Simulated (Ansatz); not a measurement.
Start of a relaxation, 1 VOCl3 a cell, inverted, over a hollow Se-Se-Se site (PtSe$_{2}$, P-3m1 (No. 164), (0 0 1) face):

```xyz
17
Lattice="7.5434 0.0000 0.0000 -3.7717 6.5328 0.0000 0.0000 0.0000 24.0554" Properties=species:S:1:pos:R:3 pbc="T T T"
Se    1.8859    1.0888    8.0000
Se    0.0000    4.3552    8.0000
Se    5.6576    1.0888    8.0000
Se    3.7717    4.3552    8.0000
Pt    0.0000    0.0000    9.2876
Pt   -1.8859    3.2664    9.2876
Pt    3.7717    0.0000    9.2876
Pt    1.8859    3.2664    9.2876
Se    0.0000    2.1776   10.5752
Se   -1.8859    5.4440   10.5752
Se    3.7717    2.1776   10.5752
Se    1.8859    5.4440   10.5752
V    -1.1013    3.7951   13.9625
O    -1.3296    2.2317   13.9625
Cl   -2.9947    4.7924   13.9625
Cl    0.0000    4.3552   12.2152
Cl    0.0000    4.3552   15.7098
```

Theory: DFT PBE+D3(BJ), scalar-relativistic, plane waves, PAW (Ansatz). Cutoff 420 eV; k points 3×3×1 on the computed 17-atom cell (Γ-centred); Gaussian smearing, width 0.10 eV; no spin polarisation. The cell repeats along c with a dipole correction in the vacuum.

Atoms 1, 2, 3, 4 (counted from 1) are held. The cell is fixed. Force threshold 0.04 eV/Å.

```csv
step,E − E_final (eV),largest force (eV/Å)
1,0.940,1.575
2,0.520,0.564
3,0.364,0.264
4,0.271,0.193
5,0.203,0.190
6,0.157,0.158
7,0.121,0.157
8,0.094,0.100
9,0.074,0.082
10,0.059,0.103
11,0.050,0.142
12,0.038,0.116
13,0.031,0.102
14,0.021,0.144
15,0.013,0.220
16,0.009,0.369
17,0.006,0.333
18,0.002,0.197
19,0.001,0.062
20,0.001,0.062
21,0.000,0.046
22,0.000,0.019
```

Question: What is the final structure?

Answer:
```
CELL_PARAMETERS angstrom
7.54340 0.00000 0.00000
-3.77170 6.53278 0.00000
0.00000 0.00000 24.05541
ATOMIC_POSITIONS crystal
Se 0.33333 0.16667 0.33257
Se 0.33333 0.66667 0.33257
Se 0.83333 0.16667 0.33257
Se 0.83333 0.66667 0.33257
Pt 0.99996 0.00007 0.38600
Pt 0.99999 0.49999 0.38642
Pt 0.50011 0.00008 0.38600
Pt 0.50000 0.50001 0.38608
Se 0.16718 0.33228 0.43941
Se 0.16760 0.83518 0.43928
Se 0.66510 0.33231 0.43940
Se 0.66681 0.83366 0.43959
V 0.99027 0.48094 0.58692
O 0.88751 0.27588 0.55230
Cl 0.84505 0.65276 0.56326
Cl 0.30767 0.65146 0.56354
Cl 0.95311 0.40771 0.67401
```

The end is the local minimum or symmetric point that this start leads to.

Spin–orbit coupling is left out, which can shift energies with elements as heavy as these.

Cost: 1 run of about 55 core-minutes, on Arm Neoverse V1 (shared hosts).